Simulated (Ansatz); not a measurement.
Data:

Ge:
```cif
data_Ge4
_chemical_formula_sum 'Ge4'
_space_group_name_H-M_alt 'I41/amd :1'
_space_group_IT_number 141
_space_group_name_Hall 'I 4bw 2bw -1bw'
_cell_length_a 5.14610
_cell_length_b 5.14610
_cell_length_c 2.81935
_cell_angle_alpha 90.000
_cell_angle_beta 90.000
_cell_angle_gamma 90.000
loop_
_atom_site_label
_atom_site_type_symbol
_atom_site_symmetry_multiplicity
_atom_site_Wyckoff_symbol
_atom_site_fract_x
_atom_site_fract_y
_atom_site_fract_z
_atom_site_occupancy
Ge1 Ge 4 b 0.00000 0.00000 0.50000 1
```
(The calculation used a cell of 2 atoms; values per cell refer to that cell.)

This is the r²SCAN-relaxed structure.

Q: All from r²SCAN in the plane-wave PAW code Ansatz, unless another level is named. Predict the electronic character.

A: metallic (no gap).

Q: Predict the density of states at the Fermi level.

A: 0.36 states/eV per atom (mean over ±0.08 eV).

Q: Predict the gap with spin–orbit coupling.

A: none (metallic).

Space group I4_1/amd (β-Sn type). This is a known high-pressure phase of the composition, computed here at zero pressure and temperature. The cell was relaxed with r²SCAN under the symmetry of its start; of distortions, only those at the zone centre were tested. Scalar-relativistic: spin–orbit coupling is off unless named, which matters more the heavier the elements.

Potentials: the later of the program's two PAW sets.
